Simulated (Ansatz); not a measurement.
CuCl (zinc blende) was relaxed and computed twice in Ansatz (plane waves, PAW), once with LDA and once with PBE.

```tsv
	run 1	run 2
cell	a = b = c = 5.2077 Å, α = β = γ = 90.00°	a = b = c = 5.424 Å, α = β = γ = 90.00°
gap (eV)	0.63	0.53
ΔH_f (eV/atom)	-0.39	-0.38
B₀ by P(V) fit (GPa)	74.3	48.7
K_Hill (GPa)	74.4	48.6
G_Hill (GPa)	12.4	10.9
highest Γ mode, no LO–TO term (cm⁻¹)	190	131
electron conductivity mass (mₑ)	0.20	0.22
Θ_D (K)	212	202
```

Which run used which functional?

Run 1 is LDA, run 2 is PBE.

All cells were relaxed under the symmetry of their starts (and spin orders); stability against distortions was not tested throughout. Rows with no word on spin ran without spin polarisation.

Potentials: the later of the program's two PAW sets.

Ansatz (an electronic-structure program) is a plane-wave DFT program.

Formation energies count from the lowest solids of the elements computed at the same level, not from gases.
